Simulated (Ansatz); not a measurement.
BaGaHO₂:
Space group P4/mmm (No. 123); a = 3.9758 Å, b = 3.9758 Å, c = 3.8471 Å, α = 90.00°, β = 90.00°, γ = 90.00°

| atom | site | symmetry | x | y | z |
|---|---|---|---|---|---|
| Ba | 1d | 4/mmm | 0.5000 | 0.5000 | 0.5000 |
| Ga | 1a | 4/mmm | 0.0000 | 0.0000 | 0.0000 |
| O | 2f | mmm. | 0.0000 | 0.5000 | 0.0000 |
| H | 1b | 4/mmm | 0.0000 | 0.0000 | 0.5000 |

Relaxed with PBEsol.

Which orbitals make up the states near the band edges in PBEsol in the plane-wave PAW code Ansatz?

Top 1 eV of the valence band: O 2p 83 %, H 1s 11 %. Bottom 1 eV of the conduction band: Ga 4s 59 %, O 2p 16 %, O 2s 14 %. Projections are on Löwdin-orthogonalised atomic valence shells; empty p or d shells of many metals are not among them.

Tabulate the density of states.

States/eV per cell of 5 atoms, in 0.25 eV bins, energy from the valence-band maximum.

```tsv
E (eV)	total	O 2p	Ga 4p	Ga 4s
-7.85	0.26	0.10	0.01	0.10
-7.60	0.35	0.14	0.01	0.13
-7.35	0.45	0.20	0.02	0.17
-7.10	0.50	0.22	0.02	0.18
-6.85	0.53	0.24	0.02	0.18
-6.60	0.55	0.25	0.03	0.18
-6.35	0.59	0.27	0.03	0.18
-6.10	0.66	0.29	0.04	0.19
-5.85	0.78	0.34	0.04	0.22
-5.60	0.83	0.36	0.05	0.22
-5.35	0.79	0.36	0.06	0.19
-5.10	0.89	0.37	0.11	0.15
-4.85	0.48	0.17	0.07	0.06
-4.60	0.45	0.23	0.09	0.02
-4.35	0.68	0.38	0.16	0.01
-4.10	1.46	0.82	0.36	0.00
-3.85	2.01	1.04	0.49	0.01
-3.60	1.82	0.88	0.42	0.02
-3.35	1.54	0.76	0.33	0.02
-3.10	1.43	0.77	0.26	0.01
-2.85	1.91	1.22	0.26	0.01
-2.60	1.85	1.33	0.22	0.01
-2.35	1.03	0.82	0.10	0.01
-2.10	2.73	2.20	0.15	0.00
-1.85	4.22	3.58	0.14	0.01
-1.60	4.21	3.67	0.09	0.02
-1.35	5.46	4.72	0.08	0.06
-1.10	4.12	3.35	0.06	0.04
-0.85	5.49	4.41	0.07	0.03
-0.60	5.34	4.31	0.06	0.02
-0.35	1.67	1.52	0.01	0.01
-0.10	0.64	0.62	0.00	0.00
0.15	0.00	0.00	0.00	0.00
0.40	0.00	0.00	0.00	0.00
0.65	0.01	0.00	0.00	0.00
0.90	0.03	0.00	0.00	0.02
1.15	0.04	0.01	0.00	0.03
1.40	0.06	0.01	0.00	0.04
1.65	0.09	0.02	0.01	0.05
1.90	0.11	0.02	0.01	0.06
2.15	0.14	0.03	0.01	0.07
2.40	0.17	0.04	0.02	0.08
2.65	0.22	0.05	0.03	0.10
2.90	0.27	0.06	0.04	0.12
3.15	0.33	0.07	0.05	0.14
3.40	0.41	0.08	0.08	0.16
3.65	0.53	0.10	0.11	0.18
3.90	0.80	0.14	0.17	0.22
4.15	1.25	0.18	0.30	0.26
4.40	1.86	0.28	0.57	0.36
4.65	1.00	0.13	0.34	0.17
4.90	0.59	0.10	0.15	0.11
5.15	1.65	0.18	0.38	0.17
```

The start of the workflow was typed in or built on a structure type; neither database checked (COD, Materials Project) lists it. Whether it is the stable phase at ambient conditions was not checked. Symmetry was held in the PBEsol relaxation; phonons show weakly imaginary modes. Spin–orbit coupling is left out wherever it is not named.

Potentials: the earlier of the program's two PAW sets. The files were generated under PBE; for other functionals the program regenerates the frozen cores, and for LDA and PBEsol the local potential too.
